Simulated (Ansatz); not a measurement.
The relaxed structure here is a generated cell of ZnS: the first start was made by placing the elements on the sites of a structure type, and the end was not matched to a known phase here, so it may be hypothetical. Known forms of ZnS include space group No. 186, 216.

The end point of a relaxation of ZnS. All values below come from PBE (plane waves to 420 eV, PAW, scalar-relativistic; Ansatz, a quantum-chemistry and plane-wave program).

```xyz
8
Lattice="7.1851 0.0000 0.0000 0.0000 3.9368 0.0000 0.0000 0.0000 6.5804" Properties=species:S:1:pos:R:3 pbc="T T T"
Zn     4.7395     2.9526     5.9636
Zn     6.0382     0.9842     2.6734
Zn     2.4456     0.9842     0.6168
Zn     1.1470     2.9526     3.9070
S      2.2984     2.9526     5.9016
S      1.2942     0.9842     2.6114
S      4.8867     0.9842     0.6788
S      5.8910     2.9526     3.9690
```

Task: Find the space group and the Wyckoff positions (tolerance 0.01 Å).

Result: Space group Pnma (No. 62); a = 7.185 Å, b = 3.937 Å, c = 6.580 Å, α = β = γ = 90.00°

| atom | site | symmetry | x | y | z |
|---|---|---|---|---|---|
| Zn | 4c | .m. | 0.3404 | 0.2500 | 0.0937 |
| S | 4c | .m. | 0.1801 | 0.2500 | 0.3968 |

Task: Give the shortest distances between elements (the closest pairs, up to four, under 3.6 Å).

Result: S–Zn 2.30 Å; Zn–Zn 3.26 Å; S–S 3.52 Å.

The volume per atom is 23.27 Å³ and the band gap comes out as 2.14 eV, direct at Γ (no spin-orbit coupling).

No spin polarisation in the result.

The run could not lose the symmetry of its start; a randomly shaken copy of 8 atoms returns to this structure.
